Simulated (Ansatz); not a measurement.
An Ansatz (a program for electronic structure) run. Input:

Ansatz 0.2 input:
```yaml
crystal:
  lattice:
    - [1.8150958913, -2.0781704257, 0.0]
    - [1.8150958913, 2.0781704257, 0.0]
    - [0.0, 0.0, 3.8112342235]
  atoms:
    - { symbol: Ti, position: [0.5, 0.5, 0.0] }
    - { symbol: Si, position: [0.0, 0.0, 0.5] }
kpoints:
  mp_grid: { grid: [31, 31, 22] }
hamiltonian:
  xc: r2scan
  pseudopotentials: { kind: paw }
scf:
  occupations: { method: fermi_dirac, width: 0.1 }
elastic: { mode: relaxed_ion, stencil: two_point, amplitude: 0.005, f_tol: 0.0005 }
```

Output (shortened):

```
Pseudopotentials: kind: paw
Pseudopotential: Ti, paw, valence charge 12
Pseudopotential: Si, paw, valence charge 4
Functional definition: r2SCAN
Crystal: 2 atoms, lattice volume = 28.753 Å³
Basis set: ecut = 500 eV, 729 PW (Γ), exchange–correlation on 96×96×120 points (64 copies of the dense FFT grid, shifted against one another)
Bands: 12, of which v1, the nominal top of the filled ones, is band 8 counted from 1 (7 counted from 0)
Symmetry: 8 space group operations
Space group: Cmmm (ITA 65), of the structure as read, at distance tolerance 3.1e-5 Å
k-points: 3072 of 21142
PAW frozen core: Ti, regenerated for the run's functional
PAW frozen core: Si, regenerated for the run's functional
Initial wavefunctions: pseudopotential atomic-orbital guess
Eigensolver: davidson
Functional: x = r2scan, c = r2scan; τ floored in thin density (d = 2e-4 eV/Å³)
all-band conjugate gradients solve this SCF's bands
the search or the solves at the SCF's close seem to have found levels that the self-consistency loop had missed (the run counts 1) …
SCF 1 converged in 10 iterations: F = -3144.527761 eV  dr2 = 1.45e-14
Crystal: 2 atoms, lattice volume = 28.753 Å³
Initial density: handed on by an earlier stage of this run
Initial wavefunctions: those handed on with the density
SCF 2 converged in 2 iterations: F = -3144.527761 eV  dr2 = 1.04e-14
density extrapolation: transplant  |δρ|_rms = 3.813e-2 e/Å³  SAD shift = 5.898e-3 e/Å³
Crystal: 2 atoms, lattice volume = 28.609 Å³
SCF 3 converged in 9 iterations: F = -3144.526982 eV  dr2 = 2.69e-15
density extrapolation: first-order (α = -2.000)  |δρ|_rms = 3.813e-2 e/Å³  SAD shift = 5.852e-3 e/Å³
Crystal: 2 atoms, lattice volume = 28.896 Å³
SCF 4 converged in 7 iterations: F = -3144.527550 eV  dr2 = 4.16e-14
density extrapolation: transplant  |δρ|_rms = 3.813e-2 e/Å³  SAD shift = 5.906e-3 e/Å³
Crystal: 2 atoms, lattice volume = 28.609 Å³
SCF 5 converged in 10 iterations: F = -3144.527335 eV  dr2 = 1.59e-15
density extrapolation: first-order (α = -2.000)  |δρ|_rms = 3.813e-2 e/Å³  SAD shift = 5.860e-3 e/Å³
Crystal: 2 atoms, lattice volume = 28.896 Å³
SCF 6 converged in 8 iterations: F = -3144.527516 eV  dr2 = 3.54e-14
density extrapolation: transplant  |δρ|_rms = 3.813e-2 e/Å³  SAD shift = 5.891e-3 e/Å³
Crystal: 2 atoms, lattice volume = 28.609 Å³
SCF 7 converged in 10 iterations: F = -3144.527133 eV  dr2 = 2.10e-16
density extrapolation: first-order (α = -2.000)  |δρ|_rms = 3.813e-2 e/Å³  SAD shift = 5.845e-3 e/Å³
Crystal: 2 atoms, lattice volume = 28.896 Å³
SCF 8 converged in 7 iterations: F = -3144.527168 eV  dr2 = 1.68e-14
density extrapolation: transplant  |δρ|_rms = 3.813e-2 e/Å³  SAD shift = 3.237e-3 e/Å³
Crystal: 2 atoms, lattice volume = 28.752 Å³
Symmetry: 4 space group operations
k-points: 5472 of 21142
SCF 9 converged in 9 iterations: F = -3144.527730 eV  dr2 = 9.31e-14
density extrapolation: first-order (α = -2.000)  |δρ|_rms = 3.813e-2 e/Å³  SAD shift = 3.237e-3 e/Å³
Crystal: 2 atoms, lattice volume = 28.752 Å³
SCF 10 converged in 7 iterations: F = -3144.527730 eV  dr2 = 2.68e-15
density extrapolation: transplant  |δρ|_rms = 3.813e-2 e/Å³  SAD shift = 3.271e-3 e/Å³
Crystal: 2 atoms, lattice volume = 28.752 Å³
SCF 11 converged in 10 iterations: F = -3144.527405 eV  dr2 = 5.46e-16
density extrapolation: first-order (α = -2.000)  |δρ|_rms = 3.813e-2 e/Å³  SAD shift = 3.271e-3 e/Å³
Crystal: 2 atoms, lattice volume = 28.752 Å³
SCF 12 converged in 7 iterations: F = -3144.527405 eV  dr2 = 7.79e-15
density extrapolation: transplant  |δρ|_rms = 3.813e-2 e/Å³  SAD shift = 3.244e-3 e/Å³
Crystal: 2 atoms, lattice volume = 28.752 Å³
k-points: 5772 of 21142
SCF 13 converged in 9 iterations: F = -3144.527553 eV  dr2 = 8.76e-15
density extrapolation: first-order (α = -2.000)  |δρ|_rms = 3.813e-2 e/Å³  SAD shift = 3.244e-3 e/Å³
Crystal: 2 atoms, lattice volume = 28.752 Å³
SCF 14 converged in 7 iterations: F = -3144.527553 eV  dr2 = 6.86e-14
SCF converged after 2 iterations
Free energy (F): -3144.527761 eV
Harris-Foulkes:  -3144.527761 eV  (|F-HF|=0.00e0)
Internal energy: -3144.492629 eV  (E = F + TS)
E sigma→0 (E₀):  -3144.510195 eV
Entropy (-TS):   -0.035132 eV (-17.566 meV/atom)
Fermi energy:    13.738737 eV
--- Per-component energies (eV) ---
  E_band       = -138.192502
  E_kinetic    = 317.798032
  E_local      = -948.669067  (includes V_loc(G=0)·N_el)
  E_nonlocal   = 32.300979
  E_hartree    = 409.446343
  E_xc         = -146.650795
  E_vxc        = -186.108365  (∫ρ·V_xc dr)
  E_paw        = -1576.866999  (= ΣΔE_a)
  E_vpaw       = -183.750890  (= ΣTr[D̂ρ^β])
  E_aug_tail   = 0.000103  (compensation charges beyond the density's cutoff)
  E_vtau       = 11.344025  (kinetic-family band-sum trace: ∫τ·v_τ [+ j·A + Jᵃ·Aᵃ] dr)
  E_ewald      = -1231.521334
  E_core_change = -0.329890  (= ΣΔE_core)
  E_smearing   = -0.035132  (= −TS)
  E_closure    = 0.000000  (closes the sum)
  Σ components = -3144.527761   (vs F -3144.527761, Δ=0.00e0)
--- Forces (eV/Å), atoms counted from 1 ---
  atom   1  Ti     0.00000000     0.00000000     0.00000000
  atom   2  Si     0.00000000     0.00000000     0.00000000
  max |Σ_I F_I| component: 0.0 eV/Å
--- Stress (GPa, compression-positive) ---
        0.308932       0.000000       0.000000
        0.000000       0.096485       0.000000
        0.000000       0.000000       0.013427
  P = ⅓ Tr σ = 0.1396 GPa (1.396 kbar)
  The stress holds the Pulay correction. Without it, at fixed plane waves, as pw.x and ABINIT print it: P = 0.0867 GPa
  The stress includes an estimate of the error left by incomplete SCF convergence (largest component  0.0000 GPa …
--- Band table (eV; the first three rows and the last of 3072) ---
  k-point 0: bands = ["-45.3338", "-20.7064", "-20.2316", "-20.1303", "1.0979", "11.0746", "11.6493", "12.3398", "15.6172", "16.3260", "17.1276", "19.4051"]
  k-point 1: bands = ["-45.3337", "-20.7074", "-20.2315", "-20.1303", "1.1187", "10.7729", "11.9190", "12.3457", "15.5853", "16.3074", "17.1292", "19.4662"]
  k-point 2: bands = ["-45.3336", "-20.7102", "-20.2314", "-20.1302", "1.1802", "10.2740", "12.3244", "12.3629", "15.4966", "16.2548", "17.1340", "19.6420"]
  k-point 3071: bands = ["-45.1730", "-20.7551", "-20.6738", "-20.5790", "8.4466", "9.6589", "9.9717", "10.8110", "16.0802", "16.2342", "16.4640", "18.0465"]
  band table: 12 of 12 bands, residual norms ≤ 1.0e-3 eV
--- Elastic constants: 6 strain directions × 2 members + reference (group order 8) ---
  dense FFT box of the reference and of every strained cell: 24×24×30
  strains applied: 11, 22, 33, 23, 13, 12; error gains …
  C = ∂σ_k/∂η_j (tension-positive GPa; Voigt order 11 22 33 23 13 12):
       220.877    109.478    114.717      0.000      0.000      0.000
       109.245    149.549    101.389      0.000      0.000      0.000
       114.427    101.293    272.302      0.000      0.000      0.000
         0.000      0.000      0.000     13.728      0.000      0.000
         0.000      0.000      0.000      0.000    158.850      0.000
         0.000      0.000      0.000      0.000      0.000     92.880
  reference stress σ⁰ (GPa):     -0.309     -0.096     -0.013      0.000      0.000      0.000
  moduli (Voigt/Reuss/Hill, GPa): K = 143.70/133.11/138.41   G = 74.25/37.42/55.84   E = 147.66   ν = 0.322
  mechanically stable: yes (min eigenvalue of sym C = 13.73 GPa)
  strain η (Voigt 11):  stress-route row diagonal C_11 = 220.88 GPa, energy-path curvature d²(F+E_count+ΔE)/dδ²/Ω₀ = 220.87 GPa
         δ    σ_11 (GPa)             F (eV)   n_scf  n_hpsi   n_pw
    -5.000e-3      -1.4355       -3144.5269818       9  780167    756   relax 0 steps, max|allowed force component| 0.0 eV/Å
     5.000e-3       0.7733       -3144.5275500       7  673388    760   relax 0 steps, max|allowed force component| 0.0 eV/Å
  strain η (Voigt 22):  stress-route row diagonal C_22 = 149.55 GPa, energy-path curvature d²(F+E_count+ΔE)/dδ²/Ω₀ = 149.55 GPa
         δ    σ_22 (GPa)             F (eV)   n_scf  n_hpsi   n_pw
    -5.000e-3      -0.8564       -3144.5273353      10  816948    755   relax 0 steps, max|allowed force component| 0.0 eV/Å
     5.000e-3       0.6391       -3144.5275164       8  768990    760   relax 0 steps, max|allowed force component| 0.0 eV/Å
  strain η (Voigt 33):  stress-route row diagonal C_33 = 272.30 GPa, energy-path curvature d²(F+E_count+ΔE)/dδ²/Ω₀ = 272.31 GPa
         δ    σ_33 (GPa)             F (eV)   n_scf  n_hpsi   n_pw
    -5.000e-3      -1.3920       -3144.5271328      10  832460    756   relax 0 steps, max|allowed force component| 0.0 eV/Å
     5.000e-3       1.3310       -3144.5271677       7  670951    760   relax 0 steps, max|allowed force component| 0.0 eV/Å
  strain η (Voigt 23):  stress-route row diagonal C_44 = 13.73 GPa, energy-path curvature d²(F+E_count+ΔE)/dδ²/Ω₀ = 13.73 GPa
         δ    σ_23 (GPa)             F (eV)   n_scf  n_hpsi   n_pw
    -5.000e-3      -0.0686       -3144.5277302       9  1444573    758   relax 0 steps, max|allowed force component| 0.00e0 eV/Å
     5.000e-3       0.0686       -3144.5277302       7  1214124    758   relax 0 steps, max|allowed force component| 0.00e0 eV/Å
  strain η (Voigt 13):  stress-route row diagonal C_55 = 158.85 GPa, energy-path curvature d²(F+E_count+ΔE)/dδ²/Ω₀ = 158.93 GPa
         δ    σ_13 (GPa)             F (eV)   n_scf  n_hpsi   n_pw
    -5.000e-3      -0.7942       -3144.5274046      10  1573952    757   relax 0 steps, max|allowed force component| 0.0 eV/Å
     5.000e-3       0.7942       -3144.5274046       7  1206167    757   relax 0 steps, max|allowed force component| 0.0 eV/Å
  strain η (Voigt 12):  stress-route row diagonal C_66 = 92.88 GPa, energy-path curvature d²(F+E_count+ΔE)/dδ²/Ω₀ = 92.98 GPa
         δ    σ_12 (GPa)             F (eV)   n_scf  n_hpsi   n_pw
    -5.000e-3      -0.4644       -3144.5275527       9  1465741    758   relax 0 steps, max|allowed force component| 0.0 eV/Å
     5.000e-3       0.4644       -3144.5275527       7  1299294    758   relax 0 steps, max|allowed force component| 0.0 eV/Å
```

Cost: roughly 21 core-minutes on shared cores.

The workflow started from a Materials Project entry (that database holds measured and hypothetical structures alike); the Crystallography Open Database copy checked does not list it. COD files the formula under space group No. 25, so this cell is another polymorph or a model. Whether it is the stable phase at ambient conditions was not checked. The r²SCAN relaxation kept the symmetry of its start; of distortions, only those at the zone centre were tested. No spin polarisation was allowed. As this level gives no gap, shear constants depend on the k-mesh and smearing (Fermi–Dirac, 0.1 eV here). On the denser mesh and wider smearing of the elastic run this cell carries a stress of 0.3 GPa.

Potentials: the later of the program's two PAW sets.

Ansatz is a plane-wave DFT program.
